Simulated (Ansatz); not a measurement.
B6As in space group R-3m (No. 166; B on 18h, B on 18h, As on 6c), the program Ansatz at the PBEsol level (PAW). The conduction-band minimum lies at L, with 3 equivalent valleys. Second derivatives d²E/dk² of the lowest band at one valley (eV·Å²), along Cartesian directions:

| direction | d²E/dk² |
|---|---|
| [100] | 13.11 |
| [010] | 17.86 |
| [001] | 36.39 |
| [110] | 15.48 |
| [101] | 24.75 |
| [011] | 10.70 |

Find the principal effective masses, the density-of-states mass and the conductivity mass.

Off-diagonal terms follow from H_xy = H[110] − (H_xx + H_yy)/2, and m*/mₑ = 7.620 eV·Å² over each eigenvalue: 0.17, 0.58, 0.92. One valley's DOS mass (m₁m₂m₃)^(1/3) = 0.45, conductivity mass 3/(Σ 1/mᵢ) = 0.34 mₑ.

What effective density of states Nc follows at 300 K for parabolic valleys?

Nc = 2.509e19 × 3 × (0.45)^(3/2) ≈ 2.3e19 cm⁻³.

With the computed static dielectric constant 8.15 (mean of the diagonal), estimate a hydrogenic donor's binding energy and radius.

E = 13.606 eV × 0.34/8.15² ≈ 70 meV; a = 0.529 Å × ε/m* ≈ 13 Å. Semilocal masses tend to be too small where the gap is.

The first step of the workflow began from a Materials Project structure, measured or hypothetical; the Crystallography Open Database copy checked does not list it. Whether it is the stable phase at ambient conditions was not checked. Symmetry was held in the PBEsol relaxation; phonons on a q-mesh show no instability. Spin–orbit coupling is left out wherever it is not named.

Potentials: the later of the program's two PAW sets.
